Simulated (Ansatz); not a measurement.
CuI (zinc blende)

```yaml
crystal:
  lattice:
    - [0.00000, 3.01151, 3.01151]
    - [3.01151, 0.00000, 3.01151]
    - [3.01151, 3.01151, 0.00000]
  atoms:
    - { symbol: I, position: [0.75000, 0.75000, 0.75000] }
    - { symbol: Cu, position: [0.00000, 0.00000, 0.00000] }
```

The slice is a {100} plane (indices of the conventional cell) through the point (0.000, 0.000, 0.000) (fractional), spanned by u = [100] and v = [0 1 -1] in vectors of this cell: u (4.26 Å) and v (4.26 Å, at 90° to u). It covers one period; positions are fractions (u, v).

Level of theory: r2SCAN (plane waves to 500 eV, PAW, scalar-relativistic; Ansatz, a quantum-chemistry and plane-wave program). k mesh 10×10×10. Inside the PAW spheres the values are not all-electron values, and peaks at nuclei hang on which shells count as valence. CuI is run without spin polarisation. CuI was relaxed with its symmetry unable to fall. Spin-orbit coupling is left out, though I is heavy.

### Question
Predict the map of the density of the highest valence band (whole band, smooth part) on the slice.

### Answer
```
|  :#@#=:.           .:=#@#: |
|::=*#+-..           ..-+#*=:|
|##**+-:.             .:-+**#|
|@@#+-:.               .:-+#@|
|%#+-:.                 .:-+#|
|==-:.                   .:-=|
|::..                     ..:|
|...                       ..|
|                            |
|                            |
|                            |
|                            |
|                            |
|.                           |
|                            |
|                            |
|                            |
|                            |
|                            |
|...                       ..|
|::..                     ..:|
|==-:.                   .:-=|
|%#+-:.                 .:-+#|
|@@#+-:.               .:-+#@|
|##**+-:.             .:-+**#|
|::=*#+-..           ..-+#*=:|
|  :#@#=:.           .:=#@#: |
|  :#@%=:.     .     .:=%@#: |
```
Scale: ten equal steps from 0.001 (start of ' ') to 0.109 (end of '@'), in the order ' .:-=+*#%@'. Values: density of the highest valence band (whole band, smooth part) in e/Å³. The map has 28 points along u (one character each, u = 0 at the left) and 28 along v (v = 0 in the bottom row).
